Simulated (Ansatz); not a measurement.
The start is a generated cell, Ba built in the AFLOW prototype A_tI2_139_a (A_a). The cell and all atomic positions are relaxed at zero pressure with r2SCAN (plane waves to 500 eV, PAW, scalar-relativistic; Ansatz, an electronic-structure program). The first steps use a coarse 10×10×10 k-mesh.

Starting cell:
```
Ba
1.0
   -2.67785     2.67785     2.20521
    2.67785    -2.67785     2.20521
    2.67785     2.67785    -2.20521
Ba
1
Cartesian
  0.00000   0.00000   0.00000
```

**Question.** Does the structure survive the relaxation? Give the final space group.

**Answer.** The space group goes from I4/mmm (No. 139) to Im-3m (No. 229); the end is bcc (W type), with 1 atom in the primitive cell.

**Question.** By how much does the energy per atom fall from start to end?

**Answer.** 0.04 eV/atom.

**Question.** Is the relaxed structure metallic? Give its gap.

**Answer.** No gap (metallic).

**Question.** Give the final cell and atomic positions.

**Answer.** 
Space group Im-3m (No. 229); a = 5.0664 Å, b = 5.0664 Å, c = 5.0664 Å, α = 90.00°, β = 90.00°, γ = 90.00°

```tsv
atom	site	symmetry	x	y	z
Ba	2a	m-3m	0.0000	0.0000	0.0000
```
(The calculation used a cell of 1 atom; values per cell refer to that cell.)

Final values are on a 13×13×13 k-mesh of the relaxed cell. No spin polarisation in the result.

The run could not lose the symmetry of its start.
